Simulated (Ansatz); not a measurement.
Sb:
```cif
data_Sb2
_chemical_formula_sum 'Sb2'
_space_group_name_H-M_alt 'P 1'
_space_group_IT_number 1
_cell_length_a 4.41775
_cell_length_b 4.41775
_cell_length_c 4.41775
_cell_angle_alpha 58.157
_cell_angle_beta 58.157
_cell_angle_gamma 58.157
loop_
_space_group_symop_operation_xyz
  'x, y, z'
loop_
_atom_site_label
_atom_site_type_symbol
_atom_site_fract_x
_atom_site_fract_y
_atom_site_fract_z
_atom_site_occupancy
Sb1 Sb 0.23583 0.23583 0.23583 1
Sb2 Sb 0.76417 0.76417 0.76417 1
```

Relaxed with LDA.

**Question.** Which orbitals make up the states near the Fermi level in DFT-LDA in the program Ansatz with PAW potentials?

**Answer.** Within 0.5 eV of the Fermi level: Sb 5p 83 %, Sb 5s 13 %. Projections are on Löwdin-orthogonalised atomic valence shells; empty p or d shells of many metals are not among them.

**Question.** Tabulate the density of states.

**Answer.** States/eV per cell of 2 atoms, in 0.25 eV bins, energy from the Fermi level.

| E (eV) | total | Sb 5p | Sb 5s |
|---|---|---|---|
| -7.85 | 0.55 | 0.11 | 0.44 |
| -7.60 | 0.42 | 0.09 | 0.33 |
| -7.35 | 0.34 | 0.07 | 0.26 |
| -7.10 | 0.26 | 0.06 | 0.21 |
| -6.85 | 0.22 | 0.05 | 0.17 |
| -6.60 | 0.17 | 0.04 | 0.13 |
| -6.35 | 0.14 | 0.03 | 0.11 |
| -6.10 | 0.10 | 0.02 | 0.08 |
| -5.85 | 0.08 | 0.01 | 0.07 |
| -5.60 | 0.34 | 0.27 | 0.06 |
| -5.35 | 0.59 | 0.53 | 0.06 |
| -5.10 | 0.74 | 0.69 | 0.05 |
| -4.85 | 0.75 | 0.71 | 0.04 |
| -4.60 | 0.82 | 0.78 | 0.03 |
| -4.35 | 0.93 | 0.88 | 0.04 |
| -4.10 | 1.07 | 1.01 | 0.05 |
| -3.85 | 1.32 | 1.25 | 0.06 |
| -3.60 | 1.47 | 1.40 | 0.06 |
| -3.35 | 1.45 | 1.36 | 0.07 |
| -3.10 | 1.43 | 1.34 | 0.08 |
| -2.85 | 1.42 | 1.32 | 0.09 |
| -2.60 | 1.41 | 1.30 | 0.09 |
| -2.35 | 1.42 | 1.31 | 0.10 |
| -2.10 | 1.42 | 1.29 | 0.11 |
| -1.85 | 1.44 | 1.30 | 0.11 |
| -1.60 | 1.37 | 1.23 | 0.12 |
| -1.35 | 1.17 | 1.03 | 0.12 |
| -1.10 | 1.11 | 0.96 | 0.13 |
| -0.85 | 1.12 | 0.95 | 0.14 |
| -0.60 | 0.82 | 0.69 | 0.11 |
| -0.35 | 0.44 | 0.36 | 0.07 |
| -0.10 | 0.10 | 0.08 | 0.02 |
| 0.15 | 0.29 | 0.24 | 0.04 |
| 0.40 | 1.14 | 0.97 | 0.13 |
| 0.65 | 1.51 | 1.28 | 0.17 |
| 0.90 | 1.33 | 1.13 | 0.14 |
| 1.15 | 1.15 | 0.98 | 0.12 |
| 1.40 | 1.10 | 0.94 | 0.10 |
| 1.65 | 1.14 | 0.95 | 0.10 |
| 1.90 | 1.34 | 1.03 | 0.09 |
| 2.15 | 1.70 | 1.21 | 0.09 |
| 2.40 | 1.64 | 1.19 | 0.08 |
| 2.65 | 1.12 | 0.91 | 0.06 |
| 2.90 | 1.06 | 0.90 | 0.05 |
| 3.15 | 1.28 | 0.99 | 0.04 |
| 3.40 | 1.56 | 1.05 | 0.04 |
| 3.65 | 1.27 | 0.87 | 0.04 |
| 3.90 | 1.02 | 0.71 | 0.03 |
| 4.15 | 1.31 | 0.74 | 0.02 |
| 4.40 | 1.74 | 0.82 | 0.02 |
| 4.65 | 1.66 | 0.77 | 0.02 |

Space group R-3m (A7 (α-As type)). The LDA relaxation kept the symmetry of its start. Scalar-relativistic: spin–orbit coupling is off unless named, which matters more the heavier the elements.

Potentials: the earlier of the program's two PAW sets. The files were generated under PBE; for other functionals the program regenerates the frozen cores, and for LDA and PBEsol the local potential too.
